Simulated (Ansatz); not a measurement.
Mn3Sn in space group P6_3/mmc (No. 194; Mn on 6h, Sn on 2c) under volume change, r²SCAN in the plane-wave PAW code Ansatz, shape and atoms relaxed at each volume.

```tsv
V (Å³/atom)	E − E(relaxed) (meV/atom)	P (GPa)
15.010	(withheld)	(withheld)
15.505	(withheld)	(withheld)
16.000	3.3	2.22
16.495	0.0	0.00
16.990	3.0	-1.86
17.484	10.7	-3.07
17.979	22.1	-4.36
```

Question: Complete the blanks.

Answer: 
- 15.505, E − E(relaxed) (meV/atom): 14.2
- 15.505, P (GPa): 4.92
- 15.010, E − E(relaxed) (meV/atom): 33.9
- 15.010, P (GPa): 7.85

Question: What does a third-order Birch–Murnaghan fit give for V₀, B₀ and B′?

Answer: V₀ = 16.51 Å³/atom, B₀ = 64.5 GPa, B′ = 5.4.

The r²SCAN relaxation kept the symmetry of its start. The final state is ferromagnetic, chosen from 3 collinear starts compared on coarse meshes (ties went to the first, and starts can fall back to one state), not a proven ground state. The program gave a warning on the electronic state, which may not be the lowest. Scalar-relativistic: spin–orbit coupling is off unless named, which matters more the heavier the elements.

Potentials: the later of the program's two PAW sets.
